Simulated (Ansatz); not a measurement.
The geometry is COD entry 1010282, unchecked; take it as a test cell. It is an old determination, and later ones may differ. The listed cell was then made from it by scaling, straining or moving an atom.

An input for Si$_{2}$Mo: DFT, PBEsol, all-electron LAPW, scalar-relativistic (Ansatz 0.2.0).

Command: `ansatz run input.yaml --threads 1 --pin off --max-ram 4096MiB --backend cpu --events-out ev --progress --plain --runs-dir out` The run took 120 s on 1 thread of Arm Neoverse V1 (shared host), peak memory 1.1 GiB.

```yaml
crystal:
  lattice:
    - [-1.632, 1.632, 3.9305]
    - [1.632, -1.632, 3.9305]
    - [1.632, 1.632, -3.9305]
  atoms:
    - { symbol: Si, position: [0.333, 0.333, 0.0] }
    - { symbol: Si, position: [0.667, 0.667, 0.0] }
    - { symbol: Mo, position: [0.0, 0.0, 0.0] }
kpoints:
  mp_grid: { grid: [16, 16, 16] }
  band_path:
    path:
      - [0.0, 0.0, 0.0]
      - [0.0, 0.0, 0.5]
      - [0.25, 0.25, 0.25]
      - [0.0, 0.5, 0.0]
      - [0.0, 0.0, 0.0]
      - [0.5, 0.5, -0.5]
      - [0.293100739, 0.706899261, -0.293100739]
      - [-0.293100739, 0.293100739, 0.293100739]
      - [0.0, 0.0, 0.0]
    npoints: 5
scf:
  occupations: { method: fermi_dirac, width: 0.08 }
hamiltonian:
  xc: pbesol
  pseudopotentials: { kind: all_electron, lapw: { basis_error: 0.001 } }
output:
  forces: true
  stress: true
  eigenvalues: true
```

Set-up and iterations as logged by Ansatz (the results part is left out, to be predicted):

```
LAPW: plane waves up to 7.635 Å⁻¹, error target 1.0e-3 eV per atom; small_component_spin mean_spin; Si in spheres of 1.172 Å, 12 of its electrons in bands, Dirac shells []; Mo in spheres of 1.446 Å, 24 of its electrons in bands, Dirac shells []
Engine: ansatz 0.2.0
Pseudopotentials: kind: all_electron
Pseudopotential: Si, LAPW, valence charge 12, Koelling and Harmon's equation, gaussian nucleus
Pseudopotential: Mo, LAPW, valence charge 24, Koelling and Harmon's equation, gaussian nucleus
Functional definition: PBEsol
  exchange = pbesol_x
  correlation = pbesol_c
Crystal: 3 atoms, lattice volume = 41.874 Å³
Basis set: ecut = 222.12435869310414 eV, 309 PW (Γ), FFT grids on a1+a3, a2+a3, a3, exchange–correlation at level 2
Bands: 29, of which v1, the nominal top of the filled ones, is band 24 counted from 1 (23 counted from 0)
Symmetry: 16 space group operations
Space group: I4/mmm (ITA 139), of the structure as read, at distance tolerance 3.5e-5 Å
k-points: 349 of 4096
Non-local potential: Si, projectors of the file, none
Non-local potential: Mo, projectors of the file, none
Initial density: superposition of atomic densities (chi_scale 0.1, normalization cell, long waves kept (reshape's long-wave potential 0.00 eV rms))
Initial wavefunctions: plane waves of lowest kinetic energy (no species holds an atomic orbital)
Functional: x = pbesol(κ = 0.804, μ = 0.12345679012345678), c = pbesol(β = 0.046)
iter 1 solved again at ethr=2.06e-3 eV; its pass at ethr=1.00e-1 eV (dr2=9.87e-1 eV) is discarded
SCF iter   1: F=—  HF=-125877.900219 eV  |F-HF|=—  |Δ(HF+E_count)|=         —  Δρ=4.39e-2  dr2=9.90e-1  ethr=2.06e-3  ⟨swp⟩=2.0  Hψ=67149  notcnv=0
SCF iter   2: F=—  HF=-125877.295215 eV  |F-HF|=—  |Δ(HF+E_count)|=   6.05e-1  Δρ=3.00e-2  dr2=7.39e-1  ethr=2.06e-3  ⟨swp⟩=3.0  Hψ=31546  notcnv=0
iter 3 solved again at ethr=1.40e-4 eV; its pass at ethr=1.54e-3 eV (dr2=6.71e-2 eV) is discarded
SCF iter   3: F=—  HF=-125876.996943 eV  |F-HF|=—  |Δ(HF+E_count)|=   2.98e-1  Δρ=1.42e-2  dr2=6.70e-2  ethr=1.40e-4  ⟨swp⟩=2.0  Hψ=49123  notcnv=0
SCF iter   4: F=—  HF=-125876.970722 eV  |F-HF|=—  |Δ(HF+E_count)|=         —  Δρ=3.94e-3  dr2=1.15e-2  ethr=1.39e-4  ⟨swp⟩=2.0  Hψ=28032  notcnv=0
the basis was enlarged: its passes take 344.4 KiB over the memory plan, 1 of 1 planned eigensolver slots
SCF iter   5: F=—  HF=-125876.969896 eV  |F-HF|=—  |Δ(HF+E_count)|=   8.26e-4  Δρ=2.24e-3  dr2=3.53e-3  ethr=2.39e-5  ⟨swp⟩=2.1  Hψ=28699  notcnv=0
SCF iter   6: F=—  HF=-125876.968148 eV  |F-HF|=—  |Δ(HF+E_count)|=   1.75e-3  Δρ=1.13e-3  dr2=9.32e-4  ethr=7.35e-6  ⟨swp⟩=2.0  Hψ=28614  notcnv=0
SCF iter   7: F=—  HF=-125876.967573 eV  |F-HF|=—  |Δ(HF+E_count)|=   5.75e-4  Δρ=2.76e-4  dr2=5.67e-5  ethr=1.94e-6  ⟨swp⟩=2.0  Hψ=28606  notcnv=0
SCF iter   8: F=—  HF=-125876.967542 eV  |F-HF|=—  |Δ(HF+E_count)|=   3.03e-5  Δρ=4.13e-5  dr2=1.30e-6  ethr=1.18e-7  ⟨swp⟩=2.0  Hψ=28604  notcnv=0
SCF iter   9: F=—  HF=-125876.967542 eV  |F-HF|=—  |Δ(HF+E_count)|=   8.64e-8  Δρ=1.69e-5  dr2=2.78e-7  ethr=2.70e-9  ⟨swp⟩=2.0  Hψ=28604  notcnv=0
SCF iter  10: F=-125876.967542 eV  HF=-125876.967542 eV  |F-HF|=1.59e-8  |Δ(HF+E_count)|=   6.76e-8  Δρ=3.27e-6  dr2=9.30e-9  ethr=5.78e-10  ⟨swp⟩=2.0  Hψ=28603  notcnv=0
```

What pressure will this run report?

-9.91 GPa (positive in compression).

How large will the largest force be?

0.370 eV/Å.

Is there a band gap?

none: bands cross the Fermi level, a metal.
